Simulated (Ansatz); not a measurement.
Te (trigonal-Te type, space group P3_121)

```yaml
crystal:
  lattice:
    - [4.52111, 0.00000, 0.00000]
    - [-2.26056, 3.91540, 0.00000]
    - [0.00000, 0.00000, 5.95492]
  atoms:
    - { symbol: Te, position: [0.26812, 0.00000, 0.33333] }
    - { symbol: Te, position: [0.00000, 0.26812, 0.66667] }
    - { symbol: Te, position: [0.73188, 0.73188, 0.00000] }
```

This relaxed cell (volume V₀) is scaled evenly in all directions, its shape held. The atoms relax within the cell's symmetry.

These are PBE (plane waves to 420 eV, PAW, scalar-relativistic; Ansatz, an electronic-structure program) values and carry that method's errors. k mesh 9×9×6 (Γ-centred), Fermi-Dirac smearing 0.05 eV. Energies are smeared free energies. Compression counts positive. With the shape held, the modulus is that of even scaling; a crystal free to change shape is softer. Spin-orbit coupling is left out, though Te is heavy. Te was relaxed with its symmetry unable to fall. The PAW data are Ansatz's earlier set. The zero of ΔE is the relaxed starting cell. The last digit holds for this mesh only.

```csv
V (Å³/atom),ΔE (meV/atom)
31.624,withheld
32.327,20.7
33.030,11.0
33.732,4.6
34.435,1.1
35.138,0.0
35.841,1.0
36.543,3.6
37.246,7.8
37.949,13.1
38.652,19.4
```

Q: Fit a third-order Birch-Murnaghan form (E₀, V₀, B₀, B₀′ free) to the given rows and predict ΔE at V = 31.624.

A: Least squares on the 10 given rows: ΔE = E₀ + (9V₀B₀/16)·y²·[2 + (B₀′ − 4)y], y = (V₀/V)^(2/3) − 1, with V₀ = 35.141 Å³/atom, B₀ = 23.29 GPa (160.2 GPa = 1 eV/Å³; the term in eV is multiplied by 1000), B₀′ = 7.51, E₀ = 0.01 meV/atom; root-mean-square residual 0.02 meV/atom. At 31.624 the fit gives 34.4 meV/atom; the calculation gives 34.3 meV/atom, so the extrapolation is off by 0.1 (+0.3 %). For the pressure the fit gives 3.6 GPa against the computed 3.6 GPa.

(Under strain, the slope of the energy per volume gives the stress and its curvature an elastic modulus.)
